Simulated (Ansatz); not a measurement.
PIr2 (fluorite or antifluorite type, space group No. 225) under volume change, the program Ansatz at the r²SCAN level (PAW), scaled uniformly.

```tsv
V (Å³/atom)	E − E(relaxed) (meV/atom)	P (GPa)
12.949	130.5	35.79
13.376	54.5	21.70
13.803	12.8	9.90
14.230	0.0	0.01
14.657	11.3	-8.26
15.084	42.8	-15.16
15.511	91.1	-20.90
```

Question: What does a third-order Birch–Murnaghan fit give for V₀, B₀ and B′?

Answer: V₀ = 14.23 Å³/atom, B₀ = 300 GPa, B′ = 4.9.

Space group Fm-3m (fluorite or antifluorite type). The workflow started from an entry of the Crystallography Open Database (COD). Whether it is the stable phase at ambient conditions was not checked. The cell was relaxed with r²SCAN under the symmetry of its start; its stability against distortions is not shown here. The run is not spin-polarised. Spin–orbit coupling is left out wherever it is not named.

Potentials: the later of the program's two PAW sets.
